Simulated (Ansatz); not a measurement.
Al$_{2}$O$_{3}$, in the lowest of the structures calculated here: R-3c, hexagonal axes (No. 167), hR10, corundum type; a = 4.758 Å, b = 4.758 Å, c = 12.992 Å, α = 90.00°, β = 90.00°, γ = 120.00°; Al 12c (0.000, 0.000, 0.148); O 18e (0.306, 0.306, 0.750). Method: r2SCAN (plane waves to 500 eV, PAW, scalar-relativistic; Ansatz, a first-principles code). Element references, the lowest calculated here: O (C2/m, ferromagnetic, forced by one molecule a cell; α-O2 is antiferromagnetic), Al (Fm-3m); gases are represented by their molecular solids.

Total energies (eV/atom, σ → 0; comparable only within this code, potentials and settings):

```csv
phase,E (eV/atom)
Al2O3 (R-3c),-559.066
O (C2/m),-566.013
Al (Fm-3m),-540.413
```

**Question.** What is the formation energy of this R-3c form of Al2O3 from the elements?

**Answer.** E_f = -559.066 − [2 × (-540.413) + 3 × (-566.013)] / 5 = -3.29 eV/atom (-16.5 eV per formula unit).

Static energies, no anion corrections, no zero-point energy. Values are rounded to 0.01 eV/atom. The compounds carry no spin polarisation.
